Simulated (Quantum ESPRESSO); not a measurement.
# Si6AsAl: input and log of a self-consistent run

Computed values, not a measurement. The program is pw.x of Quantum ESPRESSO 7.5 (plane-wave density functional theory). The cell is made up: 8 atoms on a zincblende/diamond lattice, with randomly drawn elements, strain and displacements, not relaxed. PseudoDojo standard norm-conserving files (v0.5 for PBE, v0.4.1 for LDA and PBEsol) set the functional; there is no spin polarisation, spin-orbit coupling or dispersion term, and the masses in the input are unused placeholders.

Input:

```
&control calculation='scf', pseudo_dir='./dojo.nc.sr.pbe.v0_5.standard.upf', outdir='./o', disk_io='medium', tprnfor=.true., tstress=.true. /
&system ibrav=0, nat=8, ntyp=3, nbnd=31, ecutwfc=84.00895049, nosym=.true., tot_charge=0,
 occupations='smearing', smearing='fd', degauss=0.0073498644
/
&electrons conv_thr=7.350e-09, electron_maxstep=60, /
ATOMIC_SPECIES
Al 1.0 Al.upf
As 1.0 As.upf
Si 1.0 Si.upf
CELL_PARAMETERS angstrom
5.4988 -0.1433 -0.0411
-0.1419 5.3949 -0.0143
-0.0409 -0.0137 5.3643
ATOMIC_POSITIONS angstrom
Si 0.0431 0.0737 -0.138
Si -0.2275 2.6672 2.6331
As 2.762 -0.1826 2.7452
Al 2.6566 2.6141 -0.1519
Si 1.333 1.446 1.2134
Si 1.2362 4.0688 3.9557
Si 4.0417 1.1212 3.9546
Si 3.9264 4.015 1.2929
K_POINTS automatic
6 6 6 1 1 1
```

The log is shortened where brackets say so; the opening notice, blank lines, dates and the lines on written files are dropped, and the path of the files is cut. It prints rydbergs, bohrs and kilobars, and counts compression as positive stress.

```
     Program PWSCF v.7.5
     Parallel version (MPI & OpenMP), running on       1 processor cores
     Number of MPI processes:                 1
     Threads/MPI process:                     1
     [start-up lines left out]
     bravais-lattice index     =            0
     lattice parameter (alat)  =      10.3950  a.u.
     unit-cell volume          =    1073.0873 (a.u.)^3
     number of atoms/cell      =            8
     number of atomic types    =            3
     number of electrons       =        42.00
     number of Kohn-Sham states=           31
     kinetic-energy cutoff     =      84.0090  Ry
     charge density cutoff     =     336.0358  Ry
     scf convergence threshold =      7.3E-09
     mixing beta               =       0.7000
     number of iterations used =            8  plain     mixing
     Exchange-correlation= PBE
                           (   1   4   3   4   0   0   0)
     [axes and pseudopotential details left out]
   Cartesian axes
     site n.     atom                  positions (alat units)
         1        Si     tau(   1) = (   0.0078352   0.0133980  -0.0250872  )
         2        Si     tau(   2) = (  -0.0413575   0.4848731   0.4786741  )
         3        As     tau(   3) = (   0.5021069  -0.0331950   0.4990528  )
         4        Al     tau(   4) = (   0.4829461   0.4752200  -0.0276141  )
         5        Si     tau(   5) = (   0.2423275   0.2628699   0.2205853  )
         6        Si     tau(   6) = (   0.2247301   0.7396715   0.7191109  )
         7        Si     tau(   7) = (   0.7347449   0.2038241   0.7189109  )
         8        Si     tau(   8) = (   0.7137844   0.7298911   0.2350377  )
     number of k points=   108  Fermi-Dirac smearing, width (Ry)=  0.0073
     Number of k-points >= 100: set verbosity='high' to print them.
     Dense  grid:   111659 G-vectors     FFT dimensions: (  64,  60,  60)
     Estimated max dynamical RAM per process >     137.38 MB
     Initial potential from superposition of free atoms
     starting charge      41.9936, renormalised to      42.0000
     Starting wfcs are   37 randomized atomic wfcs
     total cpu time spent up to now is       36.6 secs
     per-process dynamical memory:    95.4 Mb
     Self-consistent Calculation
     iteration #  1     ecut=    84.01 Ry     beta= 0.70
     Davidson diagonalization with overlap
     ethr =  1.00E-02,  avg # of iterations =  4.8
     Threshold (ethr) on eigenvalues was too large:
     Diagonalizing with lowered threshold
     Davidson diagonalization with overlap
     ethr =  6.11E-04,  avg # of iterations =  3.2
     total cpu time spent up to now is      207.7 secs
     total energy              =    -267.35236680 Ry
     estimated scf accuracy    <       0.27873490 Ry
     iteration #  2     ecut=    84.01 Ry     beta= 0.70
     Davidson diagonalization with overlap
     ethr =  6.64E-04,  avg # of iterations =  2.5
     total cpu time spent up to now is      303.3 secs
     total energy              =    -267.36861527 Ry
     estimated scf accuracy    <       0.07286135 Ry
     iteration #  3     ecut=    84.01 Ry     beta= 0.70
     Davidson diagonalization with overlap
     ethr =  1.73E-04,  avg # of iterations =  5.1
     total cpu time spent up to now is      411.6 secs
     total energy              =    -267.38944901 Ry
     estimated scf accuracy    <       0.02378814 Ry
     iteration #  4     ecut=    84.01 Ry     beta= 0.70
     Davidson diagonalization with overlap
     ethr =  5.66E-05,  avg # of iterations =  5.2
     total cpu time spent up to now is      518.1 secs
     total energy              =    -267.39385030 Ry
     estimated scf accuracy    <       0.00090483 Ry
     iteration #  5     ecut=    84.01 Ry     beta= 0.70
     Davidson diagonalization with overlap
     c_bands:  1 eigenvalues not converged
     c_bands:  1 eigenvalues not converged
     c_bands:  1 eigenvalues not converged
     ethr =  2.15E-06,  avg # of iterations = 10.3
     total cpu time spent up to now is      636.3 secs
     total energy              =    -267.39413970 Ry
     estimated scf accuracy    <       0.00011123 Ry
     iteration #  6     ecut=    84.01 Ry     beta= 0.70
     Davidson diagonalization with overlap
     ethr =  2.65E-07,  avg # of iterations =  2.1
     total cpu time spent up to now is      714.5 secs
     total energy              =    -267.39416264 Ry
     estimated scf accuracy    <       0.00000582 Ry
     iteration #  7     ecut=    84.01 Ry     beta= 0.70
     Davidson diagonalization with overlap
     ethr =  1.39E-08,  avg # of iterations =  2.9
     total cpu time spent up to now is      794.1 secs
     total energy              =    -267.39416419 Ry
     estimated scf accuracy    <       0.00000075 Ry
     iteration #  8     ecut=    84.01 Ry     beta= 0.70
     Davidson diagonalization with overlap
     ethr =  1.78E-09,  avg # of iterations =  2.5
     total cpu time spent up to now is      862.9 secs
     total energy              =    -267.39416444 Ry
     estimated scf accuracy    <       0.00000008 Ry
     iteration #  9     ecut=    84.01 Ry     beta= 0.70
     Davidson diagonalization with overlap
     ethr =  1.99E-10,  avg # of iterations =  2.8
     total cpu time spent up to now is      934.8 secs
     total energy              =    -267.39416446 Ry
     estimated scf accuracy    <       0.00000001 Ry
     iteration # 10     ecut=    84.01 Ry     beta= 0.70
     Davidson diagonalization with overlap
     ethr =  2.63E-11,  avg # of iterations =  2.5
     total cpu time spent up to now is     1015.9 secs
     End of self-consistent calculation
     Number of k-points >= 100: set verbosity='high' to print the bands.
     the Fermi energy is     7.0975 ev
!    total energy              =    -267.39416446 Ry
     estimated scf accuracy    <          1.1E-09 Ry
     smearing contrib. (-TS)   =      -0.00192339 Ry
     internal energy E=F+TS    =    -267.39224107 Ry
     The total energy is F=E-TS. E is the sum of the following terms:
     one-electron contribution =    -152.92884099 Ry
     hartree contribution      =      94.49161344 Ry
     xc contribution           =     -68.41189792 Ry
     ewald contribution        =    -140.54311559 Ry
     convergence has been achieved in  10 iterations
     Forces acting on atoms (cartesian axes, Ry/au):
     atom    1 type  3   force =    -0.00325343   -0.02848127    0.05395166
     atom    2 type  3   force =     0.03571458    0.02047645   -0.02614204
     atom    3 type  2   force =    -0.03475608    0.05395921   -0.11841770
     atom    4 type  1   force =     0.04323027    0.02842102   -0.02321808
     atom    5 type  3   force =    -0.05079513   -0.03396085    0.07030903
     atom    6 type  3   force =    -0.09007766   -0.08370776    0.04332220
     atom    7 type  3   force =     0.03621856    0.07938218    0.04344094
     atom    8 type  3   force =     0.06371887   -0.03608897   -0.04324601
     Total force =     0.264342     Total SCF correction =     0.000117
     Computing stress (Cartesian axis) and pressure
          total   stress  (Ry/bohr**3)                   (kbar)     P=       91.69
   0.00056832   0.00037108  -0.00007000           83.60       54.59      -10.30
   0.00037108   0.00063519  -0.00000030           54.59       93.44       -0.04
  -0.00007000  -0.00000030   0.00066629          -10.30       -0.04       98.02
     init_run     :     32.13s CPU     36.56s WALL (       1 calls)
     electrons    :    907.69s CPU    979.25s WALL (       1 calls)
     forces       :     11.17s CPU     11.29s WALL (       1 calls)
     stress       :     54.49s CPU     54.66s WALL (       1 calls)
     [timing details left out]
     PWSCF        :  16m45.76s CPU  18m 2.71s WALL
     JOB DONE.
```

In other units: free energy -3638.083 eV for the cell, pressure 9.17 GPa, largest force component 3.045 eV/Å. A rerun of the same cell at another strain at 1437 eV and a 8 x 8 x 8 mesh moved values by no more than 0.002 eV in energy, 0.02 GPa in stress and 0.004 eV/Å in force.